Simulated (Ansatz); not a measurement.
**Magnetic states of nickel, bcc**

These are results of DFT, BLYP, plane waves (420 eV) with PAW, scalar-relativistic in Ansatz, not measurements. (PAW data from PBE, frozen cores regenerated.)

Each start was relaxed and then solved on a dense mesh, with Fermi-Dirac smearing of 0.05 eV (0.1 eV in a metal without spin) extrapolated to zero. Rows within 2 meV/atom of each other tie.

Question: Where does each start end, and how do the energies compare? Starts: ferromagnetic; non-magnetic.

Answer: 
```
        start                                 ends  ΔE (meV/atom)  V (Å³/atom)
ferromagnetic  ferromagnetic, net 0.56 μB per atom            0.0        11.55
 non-magnetic                    spin not included           19.2        11.49
```
